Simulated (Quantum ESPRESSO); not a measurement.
# Kohn-Sham bands of SnS (Pnma)

```yaml
crystal:
  lattice:
    - [11.39202, 0.00000, 0.00000]
    - [0.00000, 3.95686, 0.00000]
    - [0.00000, 0.00000, 4.53281]
  atoms:
    - { symbol: Sn, position: [0.62163, 0.25000, 0.36954] }
    - { symbol: Sn, position: [0.37837, 0.75000, 0.63046] }
    - { symbol: Sn, position: [0.87837, 0.75000, 0.86954] }
    - { symbol: Sn, position: [0.12163, 0.25000, 0.13046] }
    - { symbol: S, position: [0.34750, 0.25000, 0.01060] }
    - { symbol: S, position: [0.65250, 0.75000, 0.98940] }
    - { symbol: S, position: [0.15250, 0.75000, 0.51060] }
    - { symbol: S, position: [0.84750, 0.25000, 0.48940] }
```

Materials Project entry mp-2231; symmetrised, unrelaxed at this level. COD (Crystallography Open Database) has the formula in 3 space groups, this one among them (matched by group alone). Method: PBEsol plane waves in Quantum ESPRESSO 7.5 (PseudoDojo norm-conserving files, 58 Ry, no spin polarisation, no spin-orbit coupling), Bloch states on a 4×6×4 mesh through Γ, Wannier90 4.0.1. Density: 4×8×8 mesh, cold smearing 0.01 Ry. The cell is built of weakly bound layers, chains or molecules, whose nearest atoms lie 3.52 Å apart. Database cells relaxed without dispersion often hold them too far apart, which can enlarge gaps and weakens couplings between them; spacing and stacking were not compared with the measured crystal. Spin-orbit coupling is left out although heavy elements are present.

Energies are relative to the valence-band maximum; weights are on the orthonormalised atomic waves of the pseudopotential files, averaged over the group. 80 electrons a cell are treated as valence.

**Question.** Into which isolated groups do the bands fall, where do they lie and what are they made of?

**Answer.** 
```tsv
bands	from (eV)	to (eV)	filling	weight on atomic waves
1–20	-21.05	-20.94	filled	Sn 4d 100 %
21–24	-13.54	-11.88	filled	S 3s 77 %, Sn 5p 15 %, Sn 5s 7 %
25–40	-7.78	0.00	filled	S 3p 57 %, Sn 5s 21 %, Sn 5p 19 %
```

The Kohn-Sham gap over both meshes and the path is 0.89 eV.
